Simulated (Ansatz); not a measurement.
# CaGe₂Pd₂: do energies and stresses tell the same story?

Level of theory: Ansatz 0.2.0, DFT r2SCAN, scalar-relativistic, plane waves, PAW.

Plane waves to 500 eV, a k mesh through Γ of 12×12×12 on the computed 5-atom cell and Gaussian smearing (0.10 eV); no spin polarisation.

Relaxed cell: I4/mmm, a = 4.301 Å, b = 4.301 Å, c = 10.141 Å, α = 90.00°, β = 90.00°, γ = 90.00°, 5 atoms in the primitive cell. Whether it is the stable form of this composition wasn't checked.

Energies at zero smearing and pressures from the stress tensor, at volumes with shape and atoms relaxed:
```tsv
V (Å³/atom)	E − E(first) (meV/atom)	P (GPa)
17.067	0.00	11.16
17.630	-31.30	6.82
18.192	-48.66	3.13
18.755	-54.10	0.00
19.318	-49.45	-2.62
19.880	-36.38	-4.80
20.631	-8.34	-7.10
```

**Question.** Check P = −dE/dV between neighbouring volumes, and get the bulk modulus from the pressures alone.

**Answer.** With 1 eV/Å³ = 160.2 GPa:
```tsv
middle V (Å³/atom)	−ΔE/ΔV (GPa)	mean P (GPa)
17.348	8.912	8.992
17.911	4.943	4.976
18.474	1.549	1.568
19.036	-1.322	-1.309
19.599	-3.723	-3.710
20.256	-5.988	-5.947
```

The two differ by 0.08 GPa at most. The mean of two end pressures misses the average over a step by about ΔV² P″/12, up to 0.06 GPa here; with that taken off 0.03 GPa remains. The stress is the derivative of the free energy, not of the energy at zero smearing, and with free energies 0.01 GPa remains. Around V = 18.755 Å³/atom, the two neighbours give B = −V ΔP/ΔV = 18.755 × 5.75 / 1.125 = 95.9 GPa, against B0 = 94.4 GPa from the Birch–Murnaghan fit of the energies.

Cost: 8 runs of about 82 core-minutes in all, on AMD EPYC (Zen 3) (shared hosts).